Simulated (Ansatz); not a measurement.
YSi2Os2 in space group I4/mmm (No. 139; Y on 2a, Os on 4d, Si on 4e) under volume change, r²SCAN in the plane-wave PAW code Ansatz, shape and atoms relaxed at each volume.

```tsv
V (Å³/atom)	E − E(relaxed) (meV/atom)	P (GPa)
15.184	89.8	20.89
15.685	37.6	12.75
16.185	8.9	5.83
16.686	0.0	0.01
17.186	7.7	-4.81
17.687	29.0	-8.68
18.187	61.2	-11.78
```

Question: What does a third-order Birch–Murnaghan fit give for V₀, B₀ and B′?

Answer: V₀ = 16.69 Å³/atom, B₀ = 173 GPa, B′ = 5.2.

The workflow started from an entry of the Crystallography Open Database (COD). Whether it is the stable phase at ambient conditions was not checked. Symmetry was held in the r²SCAN relaxation; its stability against distortions is not shown here. No spin polarisation was allowed. Spin–orbit coupling is left out wherever it is not named.

Potentials: the later of the program's two PAW sets.
